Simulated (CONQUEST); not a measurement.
Input and output of a self-consistent single point for ZnSe (I-4m2, 8 atoms in the cell; from Materials Project mp-1190, changed as shown) (CONQUEST).

Method: PBE, numerical atomic orbitals double-zeta with polarisation (the shipped basis), PseudoDojo norm-conserving potentials made for PBE (CONQUEST).

The change in words: lattice vector a scaled by 1.02. Reference geometry (F-43m):
```
ZnSe
1.0
    5.66489     0.00000     0.00000
    0.00000     5.66489     0.00000
    0.00000     0.00000     5.66489
Zn Se
4 4
Direct
  0.00000   0.00000   0.00000
  0.00000   0.50000   0.50000
  0.50000   0.00000   0.50000
  0.50000   0.50000   0.00000
  0.25000   0.25000   0.25000
  0.25000   0.75000   0.75000
  0.75000   0.25000   0.75000
  0.75000   0.75000   0.25000
```

Reference input (self-consistent single point, DFT, PBE, numerical atomic orbitals double-zeta with polarisation (the shipped basis), PseudoDojo norm-conserving potentials made for PBE): basis = DZP; Diag.MPMeshX, Y, Z = 5 5 5; potentials = PseudoDojo norm-conserving PBE; Grid.GridCutoff = 140 Ha; DM.SolutionMethod = diagon; Diag.MPShiftX = 0.10000000; Diag.MPShiftY = 0.10000000; Diag.MPShiftZ = 0.10000000; Diag.SmearingType = 1; Diag.kT = 0.000735 Ha; Diag.MPOrder = 0; minE.SCTolerance = 1.0e-07. This run's input differs from it in these lines:

```diff
@@ -36,3 +36,3 @@
 # file: input.coords
-    10.705090626      0.000000000      0.000000000
+    10.919192817      0.000000000      0.000000000
      0.000000000     10.705090626      0.000000000
```

The program printed (abridged):

```
    new_SC_potl: Starting.  Tolerance:  0.10000E-06

    PulayMixSC: Starting Pulay mixing, A_up =  0.300 A_dn =  0.300
    PulayMixSC: Spin non-polarised calculation.
    PulayMixSC: with Kerker preconditioning, q0 =  0.100
          Harris-Foulkes Energy            :     -1321.261218968206549 Ha
          (TS=0 as O(N) or entropic contribution is negligible)
          DFT Total Energy                 :     -1321.137105686293125 Ha
          Total number of electrons        :       144.000000000005912
    PulayMixSC: Pulay iteration     1 residual:              0.98714E-03
   [... lines left out ...]
          (TS=0 as O(N) or entropic contribution is negligible)
          DFT Total Energy                 :     -1321.205037924695489 Ha
          Total number of electrons        :       144.000099611543675
    PulayMixSC: Pulay iteration     7 residual:              0.64535E-06
          Harris-Foulkes Energy            :     -1321.205037927294825 Ha
          (TS=0 as O(N) or entropic contribution is negligible)
          DFT Total Energy                 :     -1321.205037927629292 Ha
          Total number of electrons        :       144.000099591568045
    PulayMixSC: Pulay iteration     8 residual:              0.72339E-07
    PulayMixSC: Reached SCF tolerance of  0.72339E-07 after      8 iterations
      | Number of electrons      =       144.000100
      |* band energy as 2Tr[K.H] =      -218.113473001363303 Ha
      |  screened ion-ion energy =     -1090.424017833437347 Ha
      |  Ha correction           =         4.754298309471365 Ha
      |  XC correction           =       -17.421846594605491 Ha
      |* Harris-Foulkes energy   =     -1321.205037927294825 Ha
      |* DFT total energy        =     -1321.205037927629292 Ha
      |  estimated accuracy      =         0.000000000334467 Ha

    force: Forces on atoms (Ha/a0)
    force:  Atom   X              Y              Z
    force:     1   0.0000000000   0.0000000000  -0.0000000000
   [... zero for the other atoms too ...]

    force: Maximum force :        0.00000000(Ha/a0) on atom         4 in z direction
    force: Force Residual:        0.00000000 Ha/a0
    force: Total stress:         -2.63400489     0.00000000     0.00000000 GPa
                             0.00000000    -3.17116524     0.00000000
                             0.00000000     0.00000000    -3.17116524
    force: Average pressure:      2.99211179 GPa

    force: Finished force
    get_E_and_F: Change in energy during last step of electronic optimisation: -0.68630E-07
```

The run converged in 8 iterations. CONQUEST prints the stress tensor with tension positive. Against the reference run the free energy falls by 10.1 meV/atom and the pressure goes from 4.41 to 2.99 GPa.

The program uses no crystal symmetry, so grid and mesh can part values that symmetry would make equal. The atom-centred basis is finite, which shifts total energies and pressures against plane waves. The structure comes from a collection of computed structures, made at another level of theory; the collection holds predicted forms beside known ones.

Cost on one core: around 2.3 core-minutes (rough).
